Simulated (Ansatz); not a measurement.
RuN$_{2}$:
```
CELL_PARAMETERS angstrom
      4.06706     0.00000     0.00000
      0.00000     4.88757     0.00000
      0.00000     0.00000     2.70941
ATOMIC_POSITIONS crystal
  Ru 0.00000 0.00000 0.00000
  Ru 0.50000 0.50000 0.50000
  N  0.37835 0.90891 0.50000
  N  0.62165 0.09109 0.50000
  N  0.87835 0.59109 0.00000
  N  0.12165 0.40891 0.00000
```

Relaxed with r²SCAN. Special points in fractions of this cell's reciprocal vectors: Γ (0.000, 0.000, 0.000); X (0.500, 0.000, 0.000); S (0.500, 0.500, 0.000); Y (0.000, 0.500, 0.000); Z (0.000, 0.000, 0.500); U (0.500, 0.000, 0.500); R (0.500, 0.500, 0.500); T (0.000, 0.500, 0.500).

Task: List the band energies nearest the Fermi level at these points for DFT-r²SCAN in the program Ansatz with PAW potentials.

Result: In eV from the Fermi level; about four levels below and three above (degenerate sets whole), none deeper than 8.9 eV; points with the same levels are listed once.

| k | below | above |
|---|---|---|
| Γ | -1.67 -1.08 -0.40 -0.26 | 0.10 4.63 5.81 |
| X | -0.84 -0.84 -0.39 -0.39 | 2.28 2.28 2.78 2.78 |
| S | -0.80 -0.80 -0.04 -0.04 | 0.10 0.10 1.83 1.83 |
| Y | -2.57 -2.57 -1.21 -1.21 | 0.07 0.07 0.36 0.36 |
| Z | -2.50 -2.50 -0.84 -0.84 | 0.69 0.69 1.78 1.78 |
| U | -1.93 -1.93 -0.62 -0.62 | 2.52 2.52 4.88 4.88 |
| R | -0.97 -0.97 -0.75 -0.75 | 2.25 2.25 4.36 4.36 |
| T | -1.19 -1.19 -1.11 -1.11 | 0.07 0.07 1.83 1.83 |

Space group Pnnm. The workflow started from a Materials Project entry (that database holds measured and hypothetical structures alike); the Crystallography Open Database copy checked does not list it. Whether it is the stable phase at ambient conditions was not checked. Symmetry was held in the r²SCAN relaxation; whether a distortion lowers the energy is not shown. The run is not spin-polarised. Its formation energy is positive at this level, so the cell may be metastable or incomplete. Scalar-relativistic: spin–orbit coupling is off unless named, which matters more the heavier the elements.

Potentials: the later of the program's two PAW sets.
